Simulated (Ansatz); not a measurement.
# ReSe in the NiAs-type structure

Method: PBEsol, scalar-relativistic; collinear spin; PAW, 420 eV, 10×10×6 k-mesh, Gaussian smearing of 0.05 eV; code Ansatz. The datasets are Ansatz's generated set soft_2.

```yaml
crystal:
  lattice:
    - [3.95286, 0.00000, 0.00000]
    - [-1.97643, 3.42328, 0.00000]
    - [0.00000, 0.00000, 5.05946]
  atoms:
    - { symbol: Re, position: [0.00000, 0.00000, 0.00000] }
    - { symbol: Re, position: [0.00000, 0.00000, 0.50000] }
    - { symbol: Se, position: [0.33333, 0.66667, 0.25000] }
    - { symbol: Se, position: [0.66667, 0.33333, 0.75000] }
```

The structure was built from a prototype; whether the compound forms in it isn't claimed.

Magnetic state: non-magnetic, site spin moments none.

The run above is the reference. The same cell was run again with other input settings; several of them aren't fit for production, so the rows show the settings' effect and aren't properties of the material.

```tsv
keys changed	outcome	ΔE (meV/atom)	P (GPa)	gap on the mesh (eV)	cell moment (μB)	largest force component (eV/Å)	SCF iterations	rough core-seconds	new warnings
none (reference)	converged	0.0	0.0	metal	0.00	0.000	–	–	–
hamiltonian.dispersion: "d3bj"; scf.initial_density.chi_scale: 0.1	converged	–	-4.9	metal	0.00	0.000	10	26	–
```

ΔE is the energy with the smearing extrapolated to zero. It is left out where the change alters the Hamiltonian or the spin treatment. The varied runs start from atomic densities (corrected by the program's trained start where that serves), with the default search for lower states unless a row changes it.

What happens with these changes: hamiltonian.hubbard: {"sites": [{"species": "Re", "l": "d", "u_eff": 3.0}], "double_counting": "amf"}; basis.ecutrho_ratio: 4 → 8?

outcome converged, P (GPa) 2.7, gap on the mesh (eV) metal, cell moment (μB) 0.00, largest force component (eV/Å) 0.000, SCF iterations 34, rough core-seconds 70, new warnings filled band counts differ across k points.

The pair part of a dispersion correction pulls inward (a three-body part mostly pushes out), and in metals and ionic crystals with large ions it often overbinds.

1 further run (cut off, refused for memory, with changed atoms or starts, or in doubt) is left out.

Of the reference: These numbers lack spin–orbit coupling. The starting moments died out; a magnetic state reached from other starts isn't excluded.
